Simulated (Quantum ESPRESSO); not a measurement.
Inputs of pw.x and gipaw.x (a modified build of Quantum ESPRESSO, PBE) for Li2Se; the starting potential comes from an earlier run on another mesh:

```
&CONTROL
  calculation = 'scf'
  prefix = 'x'
  pseudo_dir = './pseudo'
  outdir = './out'
  tprnfor = .true.
/
&SYSTEM
  ibrav = 0
  nat = 3
  ntyp = 2
  ecutwfc = 40
  ecutrho = 160
  occupations = 'fixed'
  nbnd = 6
/
&ELECTRONS
  conv_thr = 1e-11
  startingpot = 'file'
/
ATOMIC_SPECIES
Li 6.940 Li.GGA_PBE-JTH.UPF
Se 78.971 Se.GGA_PBE-JTH.UPF
CELL_PARAMETERS angstrom
    0.000000000000     3.002500000000     3.002500000000
    3.002500000000     0.000000000000     3.002500000000
    3.002500000000     3.002500000000     0.000000000000
ATOMIC_POSITIONS crystal
Li     0.250000000000     0.250000000000     0.250000000000
Li     0.750000000000     0.750000000000     0.750000000000
Se    -0.000000000000     0.000000000000     0.000000000000
K_POINTS automatic
5 5 5 1 1 1
```

```
&INPUTGIPAW
  job = 'nmr'
  prefix = 'x'
  tmp_dir = './out/'
  restart_mode = 'from_scratch'
  pawproj(1) = .true.
  pawproj(2) = .true.
  use_nmr_macroscopic_shape = .false.
/
```

The cell was made here from an entry of the Crystallography Open Database (unchecked): atoms relaxed with PBE in the measured cell (PBE without dispersion, pw.x of Quantum ESPRESSO, symmetry kept).  Stability against distortions was not tested.

Problem. Predict the shielding tensors that the run ends with.

Solution. 
```
     Total NMR chemical shifts in ppm: ---------------------------------------
     (adopting the Simpson convention for anisotropy and asymmetry)-----------

     Atom  1  Li  pos: (  0.353553  0.353553  0.353553)  Total sigma:          77.54
            77.5418         -0.0000         -0.0000
            -0.0000         77.5418         -0.0000
            -0.0000         -0.0000         77.5418

     Li      1    anisotropy:     -0.00    eta:    0.0000
     Li      1    sigma_11=     77.54
     Li      1    sigma_22=     77.54
     Li      1    sigma_33=     77.54

     Atom  2  Li  pos: (  1.060660  1.060660  1.060660)  Total sigma:          77.54
            77.5418         -0.0000         -0.0000
             0.0000         77.5418         -0.0000
            -0.0000         -0.0000         77.5418

     Li      2    anisotropy:      0.00    eta:    0.0000
     Li      2    sigma_11=     77.54
     Li      2    sigma_22=     77.54
     Li      2    sigma_33=     77.54

     Atom  3  Se  pos: (  0.000000  0.000000  0.000000)  Total sigma:        2434.61
          2434.6111         -0.0000         -0.0000
            -0.0000       2434.6111          0.0000
            -0.0000          0.0000       2434.6111

     Se      3    anisotropy:      0.00    eta:    0.0000
     Se      3    sigma_11=   2434.61
     Se      3    sigma_22=   2434.61
     Se      3    sigma_33=   2434.61
```
The printed anisotropy is 3/2 (σ_33 − σ_iso) in the program's own order; the axes are left out here. All sites are cubic, so the anisotropy vanishes by symmetry. These are absolute shieldings with no macroscopic susceptibility term; δ = σ_ref − σ needs a reference computed alike. In our sweeps, cutoffs and meshes of this size left a few ppm, and up to some 20 ppm on atoms from Zn on. No spin–orbit coupling; Se is the heaviest element present. The datasets of Se hold no d projectors, which limits absolute σ on these atoms.
